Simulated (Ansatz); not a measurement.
**Calculated ¹⁷O NMR of the central transition for Li2V2SiGeO10**

Cell: a Materials Project structure (computed, not necessarily an observed phase), taken as it stands.

Space group Pm (No. 6); a = 4.6536, b = 6.3829, c = 6.4822 Å, β = 92.44°.

```csv
site,Wyckoff,site symmetry,x,y,z
Li,2c,1,0.9997,0.2579,0.5081
V3,1a,m,0.6107,0.0000,0.7558
V4,1b,m,0.3888,0.5000,0.2369
Si,1b,m,0.5015,0.5000,0.7405
Ge,1a,m,0.4992,0.0000,0.2537
O7,1b,m,0.3317,0.5000,0.9587
O8,1a,m,0.2602,0.0000,0.7306
O9,2c,1,0.7059,0.7105,0.7299
O11,1b,m,0.2638,0.5000,0.5466
O12,1a,m,0.7517,0.0000,0.4651
O13,2c,1,0.2698,0.2208,0.2655
O15,1b,m,0.7387,0.5000,0.2751
O16,1a,m,0.7030,0.0000,0.0301
```

One atom of each set is listed.

All values are calculated (Ansatz; DFT, PBE, plane waves and PAW, scalar-relativistic, 420 eV cutoff, Γ-centred 5×4×4 k-points, Fermi–Dirac smearing 0.02 eV), not measured.

¹⁷O has I = 5/2 and Q = -25.58 mb (Pyykkö 2018); at 11.7 T its Larmor frequency is ν₀ = 67.6 MHz. Only the quadrupole interaction is simulated: positions count from each site's isotropic chemical shift, and shift anisotropy, dipolar and J coupling are left out, though they dominate static lines narrower than about 10 kHz.

(1) Simulate the second-order pattern (static powder, Gaussian broadening 2 kHz) of site O12 (1 Ge at 1.77 Å, 1 V at 2.02 Å, 2 Li at 2.02 Å).

## Answers

(1) The calculation gives C_Q = -6.31 MHz and η = 0.62, so ν_Q = 0.946 MHz and the centre of gravity lies at -59.1 ppm (-3.99 kHz).

```json
{"offset (kHz)": "-20.90", "height": "1"}
{"offset (kHz)": "-19.86", "height": "8"}
{"offset (kHz)": "-18.81", "height": "25"}
{"offset (kHz)": "-17.77", "height": "37"}
{"offset (kHz)": "-16.73", "height": "41"}
{"offset (kHz)": "-15.68", "height": "43"}
{"offset (kHz)": "-14.64", "height": "45"}
{"offset (kHz)": "-13.60", "height": "47"}
{"offset (kHz)": "-12.55", "height": "49"}
{"offset (kHz)": "-11.51", "height": "51"}
{"offset (kHz)": "-10.47", "height": "54"}
{"offset (kHz)": "-9.42", "height": "58"}
{"offset (kHz)": "-8.38", "height": "63"}
{"offset (kHz)": "-7.34", "height": "69"}
{"offset (kHz)": "-6.29", "height": "78"}
{"offset (kHz)": "-5.25", "height": "93"}
{"offset (kHz)": "-4.21", "height": "100"}
{"offset (kHz)": "-3.16", "height": "92"}
{"offset (kHz)": "-2.12", "height": "83"}
{"offset (kHz)": "-1.08", "height": "80"}
{"offset (kHz)": "-0.03", "height": "79"}
{"offset (kHz)": "1.01", "height": "78"}
{"offset (kHz)": "2.05", "height": "82"}
{"offset (kHz)": "3.10", "height": "95"}
{"offset (kHz)": "4.14", "height": "84"}
{"offset (kHz)": "5.18", "height": "57"}
{"offset (kHz)": "6.23", "height": "44"}
{"offset (kHz)": "7.27", "height": "39"}
{"offset (kHz)": "8.31", "height": "34"}
{"offset (kHz)": "9.36", "height": "22"}
{"offset (kHz)": "10.40", "height": "7"}
{"offset (kHz)": "11.44", "height": "1"}
```

At O12 V_zz points along its shortest bond, to Ge (within 12°).

The largest force is 1.2 eV/Å, so the atoms aren't at the calculated equilibrium and relaxing them would move these values.
